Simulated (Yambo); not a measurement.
Yambo run on B (space group R-3m, No. 166). The wavefunctions are LDA (pw.x of Quantum ESPRESSO, ONCV potentials, without SOC) ones on a 4×4×4 mesh (18 occupied bands); a = 5.0425 Å, b = 5.0425 Å, c = 5.0425 Å, α = 58.12°, β = 58.12°, γ = 58.12°.

Yambo input:

```
rim_cut
HF_and_locXC
RandQpts= 1000000
RandGvec= 1 Ry
EXXRLvcs= 76 Ry
VXCRLvcs= 304 Ry
% QPkrange
 1 | 1 | 18 | 19 |
 3 | 3 | 18 | 19 |
 7 | 7 | 18 | 19 |
 13 | 13 | 18 | 19 |
%
```

k points by index: 1 = Γ, 3 = L, 7 = F, 13 = Z.

Resulting energies as the program prints them:

```
#    K-point    Band    Eo [eV]    Ehf [eV]    Vxc [eV]    Vnlxc [eV]
#
    1    18    -0.353343    -1.686835    -13.55084    -14.88433
    1    19    1.524333    5.281548    -11.61904    -7.861824
    3    18    -0.503388    -3.258785    -13.72202    -16.47741
    3    19    2.009373    6.078977    -12.57782    -8.508217
    7    18    -1.826194    -4.582975    -13.15818    -15.91496
    7    19    1.568216    5.495751    -12.47832    -8.550788
    13    18    0.000000    -1.112022    -13.64413    -14.75615
    13    19    2.722553    7.317118    -12.11508    -7.520512
```
Exchange alone, without screening.

Geometry of the Materials Project entry, not relaxed at this level.
